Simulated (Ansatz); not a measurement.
NiSi₂ (fluorite type, space group Fm-3m)

```
NiSi2
1.0
    0.00000     2.69352     2.69352
    2.69352     0.00000     2.69352
    2.69352     2.69352     0.00000
Ni Si
1 2
Direct
  0.00000   0.00000   0.00000
  0.25000   0.25000   0.25000
  0.75000   0.75000   0.75000
```

Grid over V/V₀ and (c/a)/(c/a)₀, subscript 0 meaning the relaxed cell; the conventional c axis lies along z; no internal relaxation.

Computed with r2SCAN (plane waves to 500 eV, PAW, scalar-relativistic; Ansatz, an electronic-structure program). k mesh 15×15×15 (Γ-centred), Fermi-Dirac smearing 0.05 eV. Compression counts positive. With partly filled bands, the response to shear is sensitive to the k mesh, so small differences along c/a are uncertain. NiSi2 is run without spin polarisation. NiSi2 was relaxed with its symmetry unable to fall.

At one point of the scan the stress tensor (GPa) is:

```
   -6.7      0.0      0.0
    0.0     -6.7      0.0
    0.0      0.0     -4.2
```

Q: Which point is it?
(A) V/V₀ = 1.040, (c/a)/(c/a)₀ = 0.980
(B) V/V₀ = 1.080, (c/a)/(c/a)₀ = 1.040
(C) V/V₀ = 1.000, (c/a)/(c/a)₀ = 0.960
(D) V/V₀ = 1.040, (c/a)/(c/a)₀ = 0.960

A: D, V/V₀ = 1.040, (c/a)/(c/a)₀ = 0.960

(A scan under strain: stresses follow from slopes of the energy per volume, elastic moduli from its curvatures.)
